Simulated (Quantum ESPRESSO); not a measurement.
```cif
data_AlGaN2
_chemical_formula_sum 'N2 Al1 Ga1'
_space_group_name_H-M_alt 'P 1'
_space_group_IT_number 1
_cell_length_a 3.17440
_cell_length_b 3.17440
_cell_length_c 4.46813
_cell_angle_alpha 90.000
_cell_angle_beta 90.000
_cell_angle_gamma 90.000
loop_
_space_group_symop_operation_xyz
  'x, y, z'
loop_
_atom_site_label
_atom_site_type_symbol
_atom_site_fract_x
_atom_site_fract_y
_atom_site_fract_z
_atom_site_occupancy
N1 N 0.50000 0.00000 0.73955 1
N2 N 0.00000 0.50000 0.26045 1
Al1 Al 0.50000 0.50000 0.50000 1
Ga1 Ga 0.00000 0.00000 0.00000 1
```

The PBEsol cell relaxed from Materials Project entry mp-1008556 was given an isotropic strain of +1 % on all lattice vectors, and the atoms were relaxed again.

Problem. What does PBEsol (Quantum ESPRESSO, PseudoDojo norm-conserving, 84 Ry, no spin-orbit coupling) give for the electronic structure near the Fermi level?

Solution. The PBEsol gap is direct, 2.58 eV at Γ. Spin-orbit splittings are left out.

The structure is a Materials Project entry; no match was found in the copy of COD used, and its stability was not checked.
